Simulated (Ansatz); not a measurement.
A distorted cell of TiC (rock salt):

```yaml
crystal:
  lattice:
    - [0.00000, 2.14664, 2.14664]
    - [2.14664, 0.00000, 2.14664]
    - [2.14664, 2.14664, 0.00000]
  atoms:
    - { symbol: C, position: [0.00000, 0.00000, 0.00000] }
    - { symbol: Ti, position: [0.43991, 0.56009, 0.43991] }
```

Calculation: PBEsol (plane waves to 420 eV, PAW, scalar-relativistic; Ansatz, a program for electronic structure). k mesh 15×15×15 (Γ-centred), Fermi-Dirac smearing 0.05 eV. The energy includes the smearing's −TS. Compression counts positive. With partly filled bands, energies and forces of such displacements shift with the k mesh and the smearing. TiC is run without spin polarisation. TiC was relaxed with its symmetry unable to fall.

### Question
Predict the force on every atom, in eV/Å.

### Answer
```
atom     Fx      Fy     Fz
----  -----  ------  -----
C1    0.000  -3.055  0.000
Ti2   0.000   3.055  0.000
```

### Question
What is the stress tensor (GPa)?

### Answer
```
    0.7      0.0      0.0
    0.0     25.4      0.0
    0.0      0.0      0.7
```
The pressure, a third of the trace, is 8.9 GPa.

### Question
In it atom 2 sits (0.000, -0.258, 0.000) Å away from its relaxed site. What is its energy relative to the relaxed cell?

### Answer
357 meV/cell.

(A displaced cell: forces are minus the slopes of the energy, force constants its curvatures, and phonons follow from these.)
